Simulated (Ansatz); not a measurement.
Cold compression of RhN (CsCl type)

```
CELL_PARAMETERS angstrom
2.65461 0.00000 0.00000
0.00000 2.65461 0.00000
0.00000 0.00000 2.65461
ATOMIC_POSITIONS crystal
Rh 0.00000 0.00000 0.00000
N 0.50000 0.50000 0.50000
```

The cell comes from a relaxation on PAW files under the same functional, begun from a prototype that needn't be the stable phase.

Its volume is scaled at fixed shape and fractional positions.

Computed with Ansatz 0.2.0; functional LDA, scalar-relativistic. Settings: a Γ-centred 15×15×15 k mesh, Fermi–Dirac smearing of 0.1 eV, no spin polarisation. Methods: LAPW: all electrons, basis error target 1 meV/atom; PAW: frozen-core files, cutoff 420 eV; crystal datasets: all electrons, by PAW datasets that the program makes for each cell; norm-conserving: pseudopotentials, cutoff 1197 eV; PAW (cutoff 1000 eV): frozen-core files, cutoff 1000 eV.

Energies are extrapolated to zero smearing and count from the unscaled cell; pressure is positive in compression; gaps take the mesh and a band path. No temperature or zero-point motion is included.

The PAW files were made under PBE. The structure type is held throughout; the real material can change phase at far lower pressure.

```json
{"V/V0": "1.00", "V (Å³/atom)": "9.35", "P LAPW (GPa)": "-0.04", "ΔE LAPW (eV/atom)": "0.000", "P PAW − LAPW (GPa)": "0.04", "ΔE PAW − LAPW (meV/atom)": "0.0"}
{"V/V0": "0.92", "V (Å³/atom)": "8.61", "P LAPW (GPa)": "33.0", "ΔE LAPW (eV/atom)": "0.070", "P PAW − LAPW (GPa)": "0.10", "ΔE PAW − LAPW (meV/atom)": "0.3"}
{"V/V0": "0.84", "V (Å³/atom)": "7.86", "P LAPW (GPa)": "85.2", "ΔE LAPW (eV/atom)": "0.335", "P PAW − LAPW (GPa)": "0.11", "ΔE PAW − LAPW (meV/atom)": "0.8"}
{"V/V0": "0.76", "V (Å³/atom)": "7.11", "P LAPW (GPa)": "169.0", "ΔE LAPW (eV/atom)": "0.912", "P PAW − LAPW (GPa)": "0.04", "ΔE PAW − LAPW (meV/atom)": "1.2"}
{"V/V0": "0.68", "V (Å³/atom)": "6.36", "P LAPW (GPa)": "?", "ΔE LAPW (eV/atom)": "?", "P PAW − LAPW (GPa)": "?", "ΔE PAW − LAPW (meV/atom)": "?"}
{"V/V0": "0.60", "V (Å³/atom)": "5.61", "P LAPW (GPa)": "536.8", "ΔE LAPW (eV/atom)": "3.909", "P PAW − LAPW (GPa)": "-0.74", "ΔE PAW − LAPW (meV/atom)": "-0.9"}
{"V/V0": "0.52", "V (Å³/atom)": "4.86", "P LAPW (GPa)": "944.5", "ΔE LAPW (eV/atom)": "7.273", "P PAW − LAPW (GPa)": "-3.29", "ΔE PAW − LAPW (meV/atom)": "-9.0"}
{"V/V0": "0.45", "V (Å³/atom)": "4.21", "P LAPW (GPa)": "1580", "ΔE LAPW (eV/atom)": "12.309", "P PAW − LAPW (GPa)": "-9.31", "ΔE PAW − LAPW (meV/atom)": "-32.8"}
```

(1) Fit the Vinet equation to the LAPW pressures shown (residuals weighted by 1/(|P| + 0.03·Pmax)), and predict the pressure of the withheld row.

(2) From the table, what is the rise of the enthalpy H = E + pV up to the last row, and how stiff is the crystal between the last two rows?

(3) At the smallest volume, how far do crystal datasets and norm-conserving and PAW (cutoff 1000 eV) lie from LAPW in pressure?

(4) How do the Löwdin populations by LAPW change from the unscaled cell to the last row?

Results:

(1) The fit gives V0 = 9.36 Å³/atom, B0 = 314 GPa and B0′ = 5.08. At 6.36 Å³/atom, x = (V/V0)^(1/3) = 0.8792, and P = 3·B0·(1 − x)/x²·exp[1.5·(B0′ − 1)·(1 − x)] = 308.2 GPa. The run itself gave 305.7 GPa (+0.8 % off) and ΔE = 1.991 eV/atom.

(2) ΔH = 12.309 eV + (1580 GPa × 4.21 Å³ + 0.04 GPa × 9.35 Å³) × 0.006242 eV/(GPa·Å³) = 53.81 eV/atom, of which pV makes 77 %. The mean bulk modulus there is −ΔP/Δln V = 4390 GPa.

(3) crystal datasets: +0.02 GPa; norm-conserving: +23.90 GPa; PAW (cutoff 1000 eV): -9.96 GPa, on a LAPW pressure of 1580 GPa.

(4) Rh 4s 1.97 → 1.88, Rh 5s 0.50 → 0.42, Rh 4d 7.81 → 7.89, N 2s 1.79 → 1.46, N 2p 3.86 → 4.23 electrons an atom. These are projections on the shells that the free atoms fill; 0.09 e a cell lies outside them at the start and 0.16 e at the end.
